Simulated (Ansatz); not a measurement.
Data:

SnS2 (CdI2 type)

```
SnS2
1.0
    3.66945     0.00000     0.00000
   -1.83473     3.17784     0.00000
    0.00000     0.00000     5.80763
Sn S
1 2
Direct
  0.00000   0.00000   0.00000
  0.33333   0.66667   0.25455
  0.66667   0.33333   0.74545
```

E(V) scan at fixed shape, V₀ the volume above. The atoms relax within the cell's symmetry.

Calculation: PBE-D3(BJ) (plane waves to 420 eV, PAW, scalar-relativistic; Ansatz, an electronic-structure program). k mesh 10×10×6 (Γ-centred), Fermi-Dirac smearing 0.05 eV. The energy includes the smearing's −TS. Compression counts positive. With the shape held, the modulus is that of even scaling; a crystal free to change shape is softer. SnS2 was relaxed with its symmetry unable to fall. The PAW data are Ansatz's earlier set. ΔE is measured from the relaxed starting cell.

The scan covers V/V₀ from 0.940 to 1.060 in 9 points.

What bulk modulus at fixed cell shape B₀ follows from a third-order Birch-Murnaghan fit?

44.5 GPa.

What is the fitted pressure derivative B₀′?

4.8.

(A scan under strain: stresses follow from slopes of the energy per volume, elastic moduli from its curvatures.)
